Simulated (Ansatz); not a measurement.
NiO (Fm-3m), zone-centre modes

Theory: Ansatz, DFT PBEsol, scalar-relativistic, plane waves, PAW. Settings: plane waves to 420 eV, k-mesh 26×26×26 (Γ-centred), Gaussian smearing 0.15 eV. Collinear spins, started from moments 1.1, 0.2 μB in atom order; the magnetic state may not be the lowest.

Zero of the scan (relaxed at this level):

```
Ni O
1.0
     0.00000    2.05806    2.05806
     2.05806    0.00000    2.05806
     2.05806    2.05806    0.00000
Ni O
1 1
Direct
  0.00000 0.00000 0.00000
  0.50000 0.50000 0.50000
```

Harmonic modes by finite displacements of 0.02 Å, without the LO–TO term.

Problem. At this geometry, is the structure stable against these modes?

Solution. Yes: no mode is imaginary beyond 10 cm⁻¹, and only the three translations lie near zero.

Problem. List the wavenumbers in cm⁻¹.

Solution. 0, 0, 0, 320, 320, 320.

Cost: 1 run of about 3 core-minutes, on Intel Xeon Platinum 8375C (Ice Lake) (shared hosts).